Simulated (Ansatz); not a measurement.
Here is the system:

Mg2Si:
```cif
data_Mg2Si
_chemical_formula_sum 'Si1 Mg2'
_space_group_name_H-M_alt 'P 1'
_space_group_IT_number 1
_cell_length_a 4.47307
_cell_length_b 4.47307
_cell_length_c 4.47307
_cell_angle_alpha 60.000
_cell_angle_beta 60.000
_cell_angle_gamma 60.000
loop_
_space_group_symop_operation_xyz
  'x, y, z'
loop_
_atom_site_label
_atom_site_type_symbol
_atom_site_fract_x
_atom_site_fract_y
_atom_site_fract_z
_atom_site_occupancy
Si1 Si 0.00000 0.00000 0.00000 1
Mg1 Mg 0.25000 0.25000 0.25000 1
Mg2 Mg 0.75000 0.75000 0.75000 1
```

This is the PBEsol-relaxed structure.

All from PBEsol in the plane-wave PAW code Ansatz, unless another level is named. Give the hole effective mass, band 2 of 3 at the edge.

0.34 along [100], 0.34 along [110], 0.95 along [111] (mₑ).

Next, the smallest direct gap on the standard path?

1.87 eV.

Next, the hole effective mass, band 3 of 3 at the edge?

0.15 along [100], 0.10 along [110], 0.094 along [111] (mₑ).

What about the weight of the conduction-edge state by species (Voronoi cells)?

Mg 75 %, Si 25 %.

Space group Fm-3m (fluorite or antifluorite type). The PBEsol relaxation kept the symmetry of its start.

Potentials: the later of the program's two PAW sets.
